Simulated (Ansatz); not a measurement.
# Several inputs for GaN with vanadium replacing Ga

Cell: a supercell of GaN (wurtzite type, P6_3mc) built from a COD entry (the entry's cell lengths or inner coordinates differ somewhat from later room-temperature determinations), with all atoms left at the host's positions.

```xyz
48
Lattice="6.3600 0.0000 0.0000 -4.7700 8.2619 0.0000 0.0000 0.0000 10.3320" Properties=species:S:1:pos:R:3 pbc="T T T"
V     0.0000    1.8360    0.0000
Ga    0.0000    1.8360    5.1660
Ga   -1.5900    4.5899    0.0000
Ga   -1.5900    4.5899    5.1660
Ga   -3.1800    7.3439    0.0000
Ga   -3.1800    7.3439    5.1660
Ga    3.1800    1.8360    0.0000
Ga    3.1800    1.8360    5.1660
Ga    1.5900    4.5899    0.0000
Ga    1.5900    4.5899    5.1660
Ga    0.0000    7.3439    0.0000
Ga    0.0000    7.3439    5.1660
Ga    1.5900    0.9180    2.5830
Ga    1.5900    0.9180    7.7490
Ga    0.0000    3.6719    2.5830
Ga    0.0000    3.6719    7.7490
Ga   -1.5900    6.4259    2.5830
Ga   -1.5900    6.4259    7.7490
Ga    4.7700    0.9180    2.5830
Ga    4.7700    0.9180    7.7490
Ga    3.1800    3.6719    2.5830
Ga    3.1800    3.6719    7.7490
Ga    1.5900    6.4259    2.5830
Ga    1.5900    6.4259    7.7490
N     0.0000    1.8360    1.9373
N     0.0000    1.8360    7.1033
N    -1.5900    4.5899    1.9373
N    -1.5900    4.5899    7.1033
N    -3.1800    7.3439    1.9373
N    -3.1800    7.3439    7.1033
N     3.1800    1.8360    1.9373
N     3.1800    1.8360    7.1033
N     1.5900    4.5899    1.9373
N     1.5900    4.5899    7.1033
N     0.0000    7.3439    1.9373
N     0.0000    7.3439    7.1033
N     1.5900    0.9180    4.5203
N     1.5900    0.9180    9.6863
N     0.0000    3.6719    4.5203
N     0.0000    3.6719    9.6863
N    -1.5900    6.4259    4.5203
N    -1.5900    6.4259    9.6863
N     4.7700    0.9180    4.5203
N     4.7700    0.9180    9.6863
N     3.1800    3.6719    4.5203
N     3.1800    3.6719    9.6863
N     1.5900    6.4259    4.5203
N     1.5900    6.4259    9.6863
```

Sites (sets of like atoms) are named by element and the number of their first atom in this list.

Reference run. Level of theory: DFT, PBE, plane waves and PAW, scalar-relativistic, collinear spin, 420 eV cutoff, Γ-centred 4×3×2 k-points, Fermi–Dirac smearing 0.01 eV (Ansatz 0.2.0). Start moments as typed (μB): 2 on each V, none on the rest.

It gives V_zz (10²¹ V/m²) V 0.86 (η 0.27), N38 -2.24 (η 0.11), Ga7 0.86 (η 0.41), among others. Each of these runs changes the input as listed (caps on SCF iterations aside):

A. scf.occupations: {method: fermi_dirac, width: 0.01} → not typed
B. scf.occupations.method: fermi_dirac → gaussian; scf.occupations.width: 0.01 → 0.3; basis.ecutrho_ratio: not typed → 6

(1) How does each run end, and how far do the gradients move?

Answers

(1) 

```json
{"run": "A", "V V_zz (η)": "–", "N38 V_zz (η)": "–", "Ga7 V_zz (η)": "–", "largest change of a gradient tensor, all atoms": "–", "note": "refused: `scf.occupations.method` is required: fixed only where the cell keeps a band gap throughout the run"}
{"run": "B", "V V_zz (η)": "-0.27 (0.45)", "N38 V_zz (η)": "-2.24 (0.07)", "Ga7 V_zz (η)": "0.77 (0.46)", "largest change of a gradient tensor, all atoms": "0.74", "note": "converged; on V the largest value lies along another axis"}
```

Run B moves a gradient tensor by up to 0.74, on V (V_zz from 0.86 to -0.27, along another axis). Run A holds no occupation method.

Run B changes scf.occupations, basis.ecutrho_ratio together, so the table can't tell their shares apart.

On the reference run: The defect repeats with the cell of 48 atoms, so it feels its images: sites between two images don't show the values beside a lone defect, and zeros or small values of η there can come from the images' arrangement. Ga and N carry a gradient in the pure host already, so the values there aren't the defect's effect alone. The shape of the repeated cell lowers the symmetry of the defect's site from 3m to 1, so η and the spread among like neighbours partly reflect the cell. The defect cell has no gap above 0.1 eV on its mesh, so the values can hang on the smearing and the k-mesh. The cell keeps the host's lattice, and with the defect in it the PBE pressure is 8 GPa. The neighbours have not yet relaxed around the defect (largest force 0.43 eV/Å), and relaxing can change the values around it severalfold.
